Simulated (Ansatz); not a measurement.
Structure types of Au at a series of pressures

All-electron LAPW in Ansatz 0.2.0 under LDA, scalar-relativistic, energies extrapolated to zero smearing, no spin–orbit coupling; spin polarisation is left out. At each pressure a set of structure types was relaxed with symmetry kept. The table gives H = E + pV above the lowest type of that row in meV/atom (up to 5 of noise); a dash means not tried or turned into another type. Real phases may be missing from the set. k spacings are near 0.17 to 0.21 Å⁻¹, smearing 0.05 to 0.1 eV.

Task: Among hcp, fcc, simple hexagonal, bcc, dhcp, beta tin, which leads at -2.6, 23, 170 GPa?

Result: fcc or hcp at -2.6 GPa; fcc or dhcp at 23 GPa; hcp or fcc at 170 GPa.

| p (GPa) | V of the lowest (Å³/atom) | hcp | fcc | simple hexagonal | bcc | dhcp | beta tin |
| --- | --- | --- | --- | --- | --- | --- | --- |
| -2.6 | 16.82 | 3 | 0 | 75 | 23 | 8 | 172 |
| 23 | 15.12 | 15 | 0 | 250 | 30 | 2 | – |
| 170 | 11.78 | 0 | 2 | 886 | 34 | 3 | – |
